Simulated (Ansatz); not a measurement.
Given:

Relaxed Ti (hcp, Mg type):

```
CELL_PARAMETERS angstrom
      2.93591     0.00000     0.00000
     -1.46796     2.54258     0.00000
      0.00000     0.00000     4.63642
ATOMIC_POSITIONS crystal
  Ti 0.33333 0.66667 0.75000
  Ti 0.66667 0.33333 0.25000
```

A phonon eigenvector at Γ is frozen into this cell: atom i moves by Q times the vector below, so Q is the largest atomic displacement, in Å. The cell is held. It is one choice among 2 degenerate patterns.

```tsv
atom	x	y	z
Ti1	0.000	-1.000	0.000
Ti2	0.000	1.000	0.000
```

These are r2SCAN (plane waves to 500 eV, PAW, scalar-relativistic; Ansatz, an electronic-structure program) values and carry that method's errors. k mesh 18×18×10 (Γ-centred), Fermi-Dirac smearing 0.05 eV. Energies are smeared free energies. With partly filled bands, energies and forces of such displacements shift with the k mesh and the smearing. Ti is run without spin polarisation. Ti was relaxed with its symmetry unable to fall. ΔE is measured from the undisplaced structure.

The scan covers Q from -0.180 to 0.180 Å in 13 points.

Problem. Which space group does the distorted structure have?

Solution. Cmcm (No. 63), lowered from P6_3/mmc.

Problem. What is the energy change at Q = 0.180 Å?

Solution. 103 meV/cell.

Problem. What harmonic wavenumber does the curvature at Q = 0 give?

Solution. 145 cm⁻¹.

(A displaced cell: forces are minus the slopes of the energy, force constants its curvatures, and phonons follow from these.)
